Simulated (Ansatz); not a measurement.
**MgNi₃C: pressure against volume**

MgNi₃C, Pm-3m, a = 3.772 Å. The structure is a COD entry; whether it is the stable form wasn't checked. Ansatz: PBEsol, PAW, 420 eV, Γ-centred 10×10×10 mesh on 5 atoms, Gaussian smearing 0.10 eV; no spin polarisation. Symmetry fixes shape and atoms, so the cell is only scaled; pressure is positive in compression.

```tsv
V (Å³/atom)	P (GPa)
10.091	13.63
10.413	?
10.735	-0.02
11.057	-5.35
11.379	-9.88
```

Take V0 = 10.735 Å³/atom, count pressures from its P0 = -0.02 GPa, fit the third-order Birch–Murnaghan form to the other rows, and predict the missing pressure.

With the Eulerian strain f = ½[(V0/V)^(2/3) − 1] and y = (P − P0)/[3f(1 + 2f)^(5/2)], the form is the line y = B0 + 1.5 B0 (B0′ − 4) f. Rows (f, y): 0.02105, 195.0; -0.00976, 191.2; -0.01905, 190.1. Means f = -0.002587, y = 192.10; Σ(Δf)² = 0.0008812, ΣΔfΔy = 0.1079; the slope is their ratio. y = 192.4 + 122.5 f GPa, so B0 = 192.4 GPa and B0′ = 4 + 2 × (122.5)/(3 × 192.4) = 4.42. At V = 10.413, f = 0.01026, y = 193.66 and P = 6.25 GPa. The run gave 6.25 GPa, the same to the digits shown.

Spin polarisation was left out, and a magnetic state may lie lower.

Cost: 5 runs of about 1 core-minutes in all, on Arm Neoverse V2 (shared hosts).